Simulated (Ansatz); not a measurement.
**NaI: XPS core lines**

Cell: a computed structure from the Materials Project (it need not be an observed phase), atoms as given, repeated to a supercell; a hole's nearest image is 9.1 Å away.

```cif
data_NaI
_symmetry_space_group_name_H-M 'Fm-3m'
_symmetry_Int_Tables_number 225
_cell_length_a 6.4373
_cell_length_b 6.4373
_cell_length_c 6.4373
_cell_angle_alpha 90.000
_cell_angle_beta 90.000
_cell_angle_gamma 90.000
loop_
_atom_site_label
_atom_site_type_symbol
_atom_site_symmetry_multiplicity
_atom_site_Wyckoff_symbol
_atom_site_fract_x
_atom_site_fract_y
_atom_site_fract_z
Na1 Na 4 a 0.0000 0.0000 0.0000
I9 I 4 b 0.5000 0.5000 0.5000
```

One atom of each set is listed; the run and its k-mesh use a cell of 16 atoms with edges of 9.10, 9.10, 9.10 Å.

The numbers come from a DFT calculation in Ansatz (PBE, plane waves and PAW, scalar-relativistic, 420 eV cutoff, Γ-centred 3×3×3 k-points, fixed occupations).

Each value is a total-energy difference between the cell with one core hole and the ground state (ΔSCF), counted from the top of the valence band. The valence electrons get no spin in the cell with the hole, so they can't polarise against the unpaired core electron; that puts absolute values high, by some tenths of an eV and in some cases by about 1 eV. The periodic images are corrected with the calculated ε∞ = 3.40.

(1) Give the Na 1s, I 3d lines of each distinct site.

The program doubts some values: the cell is too small to check the potential alignment. Absolute PBE values can be off by an eV or more, and the 3d and 4f lines of heavy atoms by several eV. Multiplets, satellites and widths aren't calculated.

Hardware: 1 thread of Arm Neoverse V2 (aarch64; 8 cores open to the job, memory cap 3.0 GiB, no GPU), a shared host with a load of 0.6 a core. Wall time 53 s, CPU time 54 s, peak memory 0.88 GiB.

## Answers

(1) 

```csv
line,atom,first shell,E_B (eV),j = l + ½ / j = l − ½ (eV)
Na 1s,1,6 I at 3.22 Å,1069.2,–
I 3d,9,6 Na at 3.22 Å,618.3,613.7 / 625.1
```

For p, d and f shells E_B is the weighted mean of the two lines, whose splitting comes from the free atom's Dirac orbitals.
